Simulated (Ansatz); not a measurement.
Data:

BeSe:
```xyz
4
Lattice="3.6151 0.0000 0.0000 -1.8076 3.1308 0.0000 0.0000 0.0000 5.9640" Properties=species:S:1:pos:R:3 pbc="T T T"
Be     0.0000     2.0872     5.9602
Se     1.8076     1.0436     0.7493
Be     1.8076     1.0436     2.9782
Se     0.0000     2.0872     3.7313
```

This is the PBEsol-relaxed structure. Cartesian axes are those of the cell as given.

All from PBEsol (plane waves, PAW; program Ansatz), unless another level is named. Give the Young's modulus.

130 GPa.

Predict the elastic constants (relaxed ions, GPa).

C11 = 156, C12 = 47.3, C13 = 31.6, C33 = 181, C44 = 44.2.

And the highest zone-centre frequency (without LO–TO term)?

563 cm⁻¹.

Space group P6_3mc (wurtzite). The start of the workflow was typed in or built on a structure type; neither database checked (COD, Materials Project) lists it. COD files the formula under space group No. 216. Its standing as an ambient phase is unchecked. The cell was relaxed with PBEsol under the symmetry of its start; whether a distortion lowers the energy is not shown.

Potentials: the earlier of the program's two PAW sets. The files were generated under PBE; for other functionals the program regenerates the frozen cores, and for LDA and PBEsol the local potential too.
